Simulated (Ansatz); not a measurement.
MgB2:
Space group P6/mmm (No. 191); a = b = 3.060 Å, c = 3.509 Å, α = β = 90.00°, γ = 120.00°

```
atom  site  symmetry       x       y       z
----  ----  --------  ------  ------  ------
Mg      1a     6/mmm  0.0000  0.0000  0.0000
B       2d      -6m2  0.3333  0.6667  0.5000
```

Relaxed with PBEsol.

Decompose the optical modes at the zone centre into irreducible representations, and say which are infrared and Raman allowed.

Point group 6/mmm: Γ_opt = A2u + B1g + E1u + E2g. Infrared: A2u, E1u. Raman: E2g.

Assign frequencies (DFPT, plane-wave PAW PBEsol (Ansatz code)).

E1u 338, A2u 407, E2g 604, B1g 690 cm⁻¹.

Subscripts of B labels follow the axes of the standard setting.

Symmetry was held in the PBEsol relaxation; of distortions, only those at the zone centre were tested. As this level gives no gap, phonon frequencies hold no LO–TO term and depend on the k-mesh and smearing (Fermi–Dirac, 0.1 eV here).

Potentials: the later of the program's two PAW sets.
